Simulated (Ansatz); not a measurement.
## Course of a relaxation: CdH

The guess for CdH was made by a generator: close-packed metal layers stacked AB, with sites between them filled layer by layer (P6_3/mmc, No. 194) (elements of the layers in order: Cd Cd). The dimensions are guesses.

```xyz
4
Lattice="3.3840 0.0000 0.0000 -1.6920 2.9306 0.0000 0.0000 0.0000 5.5754" Properties=species:S:1:pos:R:3 pbc="T T T"
Cd    0.0000    1.9538    4.1816
Cd    1.6920    0.9769    1.3939
H     0.0000    0.0000    0.0000
H     0.0000    0.0000    2.7877
```

All numbers below come from DFT PBE, scalar-relativistic, plane waves, PAW in Ansatz. Cutoff 420 eV, Gaussian smearing, Γ-centred meshes. Cell and atoms relax on a converged mesh. In metals the finer mesh still leaves noise of several meV/atom or more. The steps can't lower the symmetry of their start. No spin polarisation.

Steps on the 18×18×8 mesh (4 atoms, 13 steps). The free energy counts from the last step; some steps are skipped; the plane-wave basis is renewed at times, which shifts energy and pressure.

```csv
step,ΔF (meV/atom),V (Å³/atom),P (GPa)
1,35.3,13.82,0.08
2,34.9,13.87,-0.08
4,29.8,13.87,-0.14
5,18.1,13.75,-0.03
6,4.6,13.59,-0.02
8,0.9,13.63,-0.37
9,0.5,13.52,0.03
10,0.5,13.53,0.00
12,0.0,13.53,0.00
13,0.0,13.53,0.00
```

The relaxed structure, after a last relaxation on the converged mesh:

```
CELL_PARAMETERS angstrom
3.63638 0.00000 0.00000
-1.81819 3.14919 0.00000
0.00000 0.00000 4.72127
ATOMIC_POSITIONS crystal
Cd 0.33333 0.66667 0.75000
Cd 0.66667 0.33333 0.25000
H 0.00000 0.00000 0.00000
H 0.00000 0.00000 0.50000
```

The symmetry stays P6_3/mmc (No. 194). The end has the anti-nickel arsenide type. The volume per atom shrinks by 2.2 %, from 13.8 to 13.5 Å³. The shortest distance goes from 2.40 Å (Cd–H) to 2.36 Å (H–H). The ratio c/a of the conventional cell changes by a factor of 0.79. Around Cd lie 6 H at 2.41 Å; H has 2 H at 2.36 Å and 6 Cd at 2.41 Å.

- Volume per atom: 13.52 Å³
- Density: 6.97 g/cm³
- Energy over the elements: +0.54 eV/atom
- Gap on the 12×12×10 mesh of the 4-atom cell: 0 eV (a metal)

Formation energies are uncorrected and refer to the elements' standard structures at the same level (H₂ as a molecule).

The last run used Gaussian smearing of 0.10 eV. With hydrogen, zero-point motion can shift formation energies by some tens of meV/atom. Symmetry constrained the relaxation, so the result can be a saddle point. In all, the 3 runs took 86 s on 1 thread of Intel(R) Xeon(R) 6975P-C (Granite Rapids), with other jobs on the host.
